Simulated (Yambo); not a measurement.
G0W0@PBEsol for KMgF$_{3}$ (cubic perovskite, space group Pm-3m, No. 221) in Yambo. Reference settings: 4×4×4 Γ-centred k mesh, bands 2 to 123 and a 8 Ry block in the screening, 123 bands in G with the Bruneval-Gonze terminator, plasmon pole fitted at 27.2 eV. The PBEsol gap R → Γ on this mesh is 7.21 eV; G0W0 gaps are taken between the same points.

The settings were changed. The gap went from 11.37 eV to 12.34 eV, and the shift of the valence edge from -2.71 eV to -3.75 eV.

Which change was made?
A. 79 bands in W, 79 bands in G
B. no random integration
C. 1 Ry block
D. no terminator

C, 1 Ry block. The others gave (gap, valence shift): no random integration: 11.25, -2.48 eV; 79 bands in W, 79 bands in G: 11.46, -2.66 eV; no terminator: 11.26, -2.49 eV.

Geometry of the Materials Project entry, not relaxed at this level; primitive cell a = b = c = 3.978 Å, α = β = γ = 90.00°.

A shift is the quasiparticle energy of the state minus its PBEsol energy.
